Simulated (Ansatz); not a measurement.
FeCo:
```yaml
crystal:
  lattice:
    - [2.80048, 0.00000, 0.00000]
    - [0.00000, 2.80048, 0.00000]
    - [0.00000, 0.00000, 2.80048]
  atoms:
    - { symbol: Fe, position: [0.00000, 0.00000, 0.00000], spin: 2.8 }
    - { symbol: Co, position: [0.50000, 0.50000, 0.50000], spin: 1.8 }
```

This is the PBEsol-relaxed structure.

Q: All from plane-wave PAW PBEsol (Ansatz code), unless another level is named. Predict the formation energy from the elements (no fitted shifts).

A: -0.028 eV/atom.

Q: Predict the density of states at the Fermi level.

A: 0.75 states/eV per atom (mean over ±0.08 eV).

Space group Pm-3m (CsCl type). Symmetry was held in the PBEsol relaxation. Magnetic state: ferromagnetic, chosen from 5 collinear starts compared on coarse meshes (ties went to the first, and starts can fall back to one state), not a proven ground state. Textbook magnetic order: ferromagnetic. The references are the lowest solids computed at this level, not always the standard phases.

Potentials: the later of the program's two PAW sets.
